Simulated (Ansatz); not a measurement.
Polymorphs of OsC, each relaxed with the program Ansatz at the PBE level (PAW):

A: P-6m2
a = 2.943 Å, b = 2.943 Å, c = 2.726 Å, α = 90.00°, β = 90.00°, γ = 120.00°

```json
[
 {"atom": "Os", "site": "1a", "symmetry": "-6m2", "x": "0.0000", "y": "0.0000", "z": "0.0000"},
 {"atom": "C", "site": "1f", "symmetry": "-6m2", "x": "0.6667", "y": "0.3333", "z": "0.5000"}
]
```

B: CsCl type (Pm-3m)
a = b = c = 2.690 Å, α = β = γ = 90.00°

```csv
atom,site,symmetry,x,y,z
Os,1a,m-3m,0.0000,0.0000,0.0000
C,1b,m-3m,0.5000,0.5000,0.5000
```

C: rock salt (Fm-3m)
a = b = c = 4.3521 Å, α = β = γ = 90.00°

```tsv
atom	site	symmetry	x	y	z
Os	4a	m-3m	0.0000	0.0000	0.0000
C	4b	m-3m	0.5000	0.5000	0.5000
```

Problem. Order them by energy per atom at 0 K (lowest first) at the level PBE.

Solution. A (+0 meV/atom), C (+475 meV/atom), B (+561 meV/atom)

Constructed cells (a structure type filled with these elements, in neither database checked): A; B. Typed or built starts, not in the databases checked: C. All cells were relaxed under the symmetry of their starts (and spin orders); stability against distortions was not tested throughout. Named crystals with no word on spin ran without spin polarisation. Spin–orbit coupling is left out wherever it is not named.

Energies hold the estimated change up to a 700 eV cutoff; steps of a few meV lie near the error of the meshes.

Potentials: the earlier of the program's two PAW sets.
